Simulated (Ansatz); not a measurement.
Relaxed Si (diamond):

```
Si
1.0
    0.00000     2.71678     2.71678
    2.71678     0.00000     2.71678
    2.71678     2.71678     0.00000
Si
2
Direct
  0.50000   0.50000   0.50000
  0.75000   0.75000   0.75000
```

Method: PBEsol (plane waves to 420 eV, PAW, scalar-relativistic; Ansatz, a quantum-chemistry and plane-wave program). k mesh 9×9×9 (Γ-centred), Fermi-Dirac smearing 0.05 eV. As the smearing reaches across the gap at some points, energies and forces of such displacements shift with the k mesh and the smearing. Si was relaxed with its symmetry unable to fall. The PAW data are Ansatz's earlier set.

One atom of the cell was then moved (with its periodic images), all else fixed, and the forces (eV/Å) came out as:

| atom | Fx | Fy | Fz |
|---|---|---|---|
| Si1 | -1.733 | -1.733 | -0.690 |
| Si2 | 1.733 | 1.733 | 0.690 |

With two atoms only their relative shift counts; take Si2 as fixed.

Task: Which atom was moved, and by which vector (Å)?

Result: Si1, by (0.14, 0.14, 0.00), 0.19 Å in all.

(A displaced cell: forces are minus the slopes of the energy, force constants its curvatures, and phonons follow from these.)
